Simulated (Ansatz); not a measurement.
Values for one crystal, relaxed and computed with DFT-PBE+D3(BJ) in the program Ansatz with PAW potentials; other levels are named.

```yaml
volume_per_atom: 13.92 Å³
electronic_character: metallic (no gap)
Bulk modulus (Birch–Murnaghan fit): 29.0 GPa
Formation energy from the elements (no fitted shifts): 1.40 eV/atom
Density of states at the Fermi level: 0.20 states/eV per atom (mean over ±0.08 eV)
Gap with spin–orbit coupling: none (metallic)
Pressure derivative B′: 8.3
```

Problem. Pick the material that matches.
A) WC2, P6_3/mmc (W on 2c, C on 4f)
B) Si12W, P6/mmm (W on 1a, Si on 12n)
C) WS2, C2/m (S on 4i, S on 4i, W on 4i)
D) CuC6, P6/mmm (C on 6j, Cu on 1b)

Solution. A, WC2, P6_3/mmc (W on 2c, C on 4f)

The start of the workflow was typed in or built on a structure type; neither database checked (COD, Materials Project) lists it. Whether it is the stable phase at ambient conditions was not checked. The cell was relaxed with PBE+D3(BJ) under the symmetry of its start; its stability against distortions is not shown here. No spin polarisation was allowed. Its formation energy is positive at this level, so the cell may be metastable or incomplete. The references are the lowest solids computed at this level, not always the standard phases. Spin–orbit coupling is left out wherever it is not named.

Potentials: the earlier of the program's two PAW sets.
